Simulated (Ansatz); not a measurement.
Here is an unrelaxed guess for InTe₄.

```cif
data_structure
_symmetry_space_group_name_H-M 'Pm-3m'
_symmetry_Int_Tables_number 221
_cell_length_a 5.8494
_cell_length_b 5.8494
_cell_length_c 5.8494
_cell_angle_alpha 90.000
_cell_angle_beta 90.000
_cell_angle_gamma 90.000
_cell_volume 200.14
loop_
_atom_site_label
_atom_site_type_symbol
_atom_site_symmetry_multiplicity
_atom_site_Wyckoff_symbol
_atom_site_fract_x
_atom_site_fract_y
_atom_site_fract_z
_atom_site_occupancy
In1 In 1 b 0.50000 0.50000 0.50000 1
Te1 Te 3 d 0.50000 0.00000 0.00000 1
Te2 Te 1 a 0.00000 0.00000 0.00000 1
```

Computed with Ansatz 0.2.0, DFT PBE, scalar-relativistic, plane waves, PAW. Cutoff 420 eV; k points 4×4×4 on the computed 5-atom cell (Γ-centred); Gaussian smearing, width 0.10 eV; no spin polarisation.

Energies over the elements count from the elements' standard structures at the same level, with no fitted energy shifts.

Question: Estimate its pressure, forces and energy as it stands.

Answer: The pressure is 0.2 GPa (near zero), the largest force is 0.00 eV/Å (symmetry fixes the atoms), and the energy is +0.33 eV/atom against the elements. The shortest distance is 2.92 Å.

Question: Is it a good guess?

Answer: A good one: relaxing gains under 0.1 eV/atom (the start's value is from the coarse mesh, so the gain is rough) in 5 ionic steps and ends at +0.30 eV/atom on the finer mesh. The symmetry stays Pm-3m (No. 221). The volume per atom stays near 40.0 Å³. The shortest distance stays 2.92 Å (Te–Te). Conventional cell: a = 5.846 Å. In is surrounded by 12 Te at 4.13 Å (long contacts); Te on a site of symmetry 4/mmm has 2 Te at 2.92 Å, 4 In at 4.13 Å and 8 Te at 4.13 Å; Te on a site of symmetry m-3m is surrounded by 6 Te at 2.92 Å.

The last run used a 6×6×6 mesh for its 5-atom cell and Gaussian smearing of 0.10 eV. Spin–orbit coupling, which can matter for Te, is left out. An odd number of electrons in the primitive cell allows no gap without spin; a larger cell or a magnetic state could open one. The cell is a metal run without spin; a magnetic state may lie lower. The reference form of Te is held partly by dispersion forces, which this level lacks. The relaxation can't lower the symmetry of the start, and the grade says only how near the guess is to its own end. A structure relaxed within its symmetry needn't be a true minimum. Another cell of InTe4 relaxed alike, in P4/mmm, lies 232 meV/atom lower, so this cell isn't the stable form at this level.
